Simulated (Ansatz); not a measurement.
Ag (fcc (Cu type), Fm-3m) at seven volumes, LDA (plane waves, PAW; program Ansatz), scaled uniformly. One row is withheld.

```csv
V (Å³/atom),P (GPa)
14.587,16.65
15.068,9.86
15.549,4.31
16.029,-0.22
16.510,-3.92
16.991,-6.95
17.472,?
```

### Question
Fit the shown pressures and predict the withheld one.

### Answer
Third-order Birch–Murnaghan: P = (3/2)B₀(x^(7/2) − x^(5/2))[1 + (3/4)(B′ − 4)(x − 1)] with x = (V₀/V)^(2/3). Least squares on the six rows gives V₀ = 16.003 Å³/atom, B₀ = 137.8 GPa, B′ = 5.74. At V = 17.472, x = 0.9431 and P = -9.40 GPa. The run itself gave -9.44 GPa.

The cell keeps a stress of up to 0.2 GPa. The cell was relaxed with LDA under the symmetry of its start. The run is not spin-polarised.

Potentials: the earlier of the program's two PAW sets. The files were generated under PBE; for other functionals the program regenerates the frozen cores, and for LDA and PBEsol the local potential too.
